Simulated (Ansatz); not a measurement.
# Hg (P6_3/mmc), stationary points along a deformation path

Level of theory: DFT PBEsol, scalar-relativistic, plane waves, PAW (Ansatz). Settings: plane waves to 420 eV, k-mesh 18×18×10 (Γ-centred), Gaussian smearing 0.15 eV. Spin–orbit coupling is left out, which can shift energies with elements as heavy as these. No spin polarisation. Energies are free energies at this smearing, counted from the undisturbed cell; pressure is positive in compression.

The undisturbed cell (as given, not relaxed at this level; it stands at -2.5 GPa; this form isn't the usual structure):

```yaml
crystal:
  lattice:
    - [3.46181, 0.00000, 0.00000]
    - [-1.73090, 2.99802, 0.00000]
    - [0.00000, 0.00000, 5.48755]
  atoms:
    - { symbol: Hg, position: [0.66667, 0.33333, 0.75000] }
    - { symbol: Hg, position: [0.33333, 0.66667, 0.25000] }
```

At fixed volume and fractional coordinates, lengths along (0.000, 0.000, 1.000) are scaled against those across it; ρ is that ratio over its starting value. V = 28.476 Å³/atom. Δσ is the stress along the axis less the mean stress across it (compression positive).

| ρ | ΔE (meV/atom) | Δσ (GPa) | space group |
| --- | --- | --- | --- |
| 0.800 | -7.7 | -0.36 | P6_3/mmc |
| 0.850 | -2.6 | -0.82 | P6_3/mmc |
| 0.920 | -0.5 | 0.06 | P6_3/mmc |
| 0.960 | -0.7 | -0.03 | P6_3/mmc |
| 1.000 | 0.0 | -0.26 | P6_3/mmc |
| 1.050 | 2.6 | -0.65 | P6_3/mmc |
| 1.100 | 7.0 | -0.92 | P6_3/mmc |
| 1.200 | 17.7 | -1.21 | P6_3/mmc |
| 1.300 | 30.7 | -1.46 | P6_3/mmc |

Question: How does the stress give the slope of the energy, and where is the energy stationary?

Answer: Along the path d ln(length) is 2/3 d ln ρ on the axis and −1/3 d ln ρ across it, so dE/d ln ρ = −(2/3) V Δσ: the energy falls with ρ where Δσ is positive. Δσ vanishes or changes sign between ρ = 0.850 and 0.920, a maximum (near 0.92 by linear interpolation); at ρ = 0.960 (P6_3/mmc), a minimum at -0.7 meV/atom. Pairs of stationary points between two samples would go unseen, and could change a minimum read from distant neighbours into a maximum.

Question: Integrate that slope from ρ = 1 to 0.850 by the trapezoid rule.

Answer: With V/N in Å³ and 1 eV/Å³ = 160.2 GPa the slopes at ρ = 1.000, 0.960, 0.920, 0.850 are 30, 3, -7, 97 meV/atom per unit of ln ρ. The steps add (-0.7) + 0.1 + (-3.6) = -4.2 meV/atom, against -2.6 from the energies; the trapezoid rule misses the curvature of the slope within each step.

Question: Is the start the lowest point of the path?

Answer: No: ρ = 0.800 lies 7.7 meV/atom lower, with no sampled rise above the start on the way. Volume and inner coordinates are held, so a relaxed structure there would lie lower still.

In a metal these slopes depend on the k mesh and the smearing.